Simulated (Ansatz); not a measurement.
Relaxed-ion elastic tensor of CdSe (zinc blende, F-43m) in GPa (Voigt order), plane-wave PAW PBE (Ansatz code); density 5.34 g/cm³, 29.74 Å³ per atom.

```
56.5  38.9  38.9   0.0   0.0   0.0
38.9  56.5  38.9   0.0   0.0   0.0
38.9  38.9  56.5   0.0   0.0   0.0
 0.0   0.0   0.0  21.7   0.0   0.0
 0.0   0.0   0.0   0.0  21.7   0.0
 0.0   0.0   0.0   0.0   0.0  21.7
```

Task: Is the crystal mechanically stable?

Result: Yes: the smallest eigenvalue of C is 17.6 GPa.

Task: Work out the Voigt, Reuss and Hill averages.

Result: K_V = 44.8, K_R = 44.8, K_H = 44.8; G_V = 16.5, G_R = 13.7, G_H = 15.1 GPa.

Task: Give Young's modulus, Poisson's ratio, Pugh's ratio and the universal anisotropy index.

Result: E = 9KG/(3K + G) = 40.7 GPa; ν = 0.35; K/G = 2.96 (ductile by the Pugh limit of 1.75); A_U = 5G_V/G_R + K_V/K_R − 6 = 1.05.

Task: Estimate the sound speeds and the Debye temperature.

Result: v_l = √((K + 4G/3)/ρ) = 3480 m/s, v_t = √(G/ρ) = 1680 m/s, mean 1890 m/s; Θ = (h/k)(3n/4πV)^(1/3) v_m = 182 K.

Task: Give the Zener ratio and Young's modulus along [100], [110] and [111].

Result: A = 2C44/(C11 − C12) = 2.47; 1/E = S11 − 2(S11 − S12 − S44/2)Γ with Γ = 0, 1/4, 1/3 gives 24.8, 42.6, 56.0 GPa.

Task: Solve the Christoffel equation for the three sound speeds along [100], [110], [111].

Result: Eigenvalues of C_ijkl n_j n_l equal ρv² (piezoelectric stiffening left out). In km/s, slowest first: [100] 2.01, 2.01, 3.25; [110] 1.28, 2.01, 3.60; [111] 1.57, 1.57, 3.71.

The cell was relaxed with PBE under the symmetry of its start; phonons on a q-mesh show no instability.

Potentials: the later of the program's two PAW sets.
